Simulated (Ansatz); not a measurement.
## CrSi6Mo2: zone-centre modes

Method: Ansatz 0.2.0, DFT PBE, scalar-relativistic, plane waves, PAW. Plane waves to 420 eV; Γ-centred k mesh 12×12×12; Fermi-Dirac smearing of 0.15 eV. No spin polarisation. Phonons by linear response, acoustic sum rule imposed.

Equilibrium structure at this level:
```yaml
crystal:
  lattice:
    - [-1.59084, 3.88516, 4.76018]
    - [1.59084, -3.88516, 4.76018]
    - [1.59084, 3.88516, -4.76018]
  atoms:
    - { symbol: Cr, position: [0.50000, 0.50000, 0.00000] }
    - { symbol: Si, position: [0.17601, 0.83792, 0.33810] }
    - { symbol: Si, position: [0.83042, 0.50000, 0.33042] }
    - { symbol: Si, position: [0.50018, 0.16208, 0.33810] }
    - { symbol: Si, position: [0.49982, 0.83792, 0.66190] }
    - { symbol: Si, position: [0.16958, 0.50000, 0.66958] }
    - { symbol: Si, position: [0.82399, 0.16208, 0.66190] }
    - { symbol: Mo, position: [0.83347, 0.83347, 0.00000] }
    - { symbol: Mo, position: [0.16653, 0.16653, 0.00000] }
```

The structure comes from a generated guess, relaxed at this level; another structure or a mixture of phases may lie lower. In a metal, frequencies depend on the k mesh and the smearing, soft modes most.

(1) Is this structure stable against zone-centre distortions?

(2) List the optical modes at Γ (i marks imaginary ones).

Results:

(1) Yes, at Γ: no optical mode is imaginary. Strains and other wave vectors aren't tested by this run.

(2)
| frequency (THz) | degeneracy |
| --- | --- |
| 5.75 | 1 |
| 6.34 | 1 |
| 6.40 | 1 |
| 6.63 | 1 |
| 6.66 | 1 |
| 6.85 | 1 |
| 7.05 | 1 |
| 7.39 | 1 |
| 8.23 | 1 |
| 8.27 | 1 |
| 8.34 | 1 |
| 8.54 | 1 |
| 8.70 | 1 |
| 8.94 | 1 |
| 9.35 | 1 |
| 9.63 | 1 |
| 9.70 | 1 |
| 9.95 | 1 |
| 10.01 | 1 |
| 10.99 | 1 |
| 11.18 | 1 |
| 12.32 | 1 |
| 13.24 | 1 |
| 13.84 | 1 |
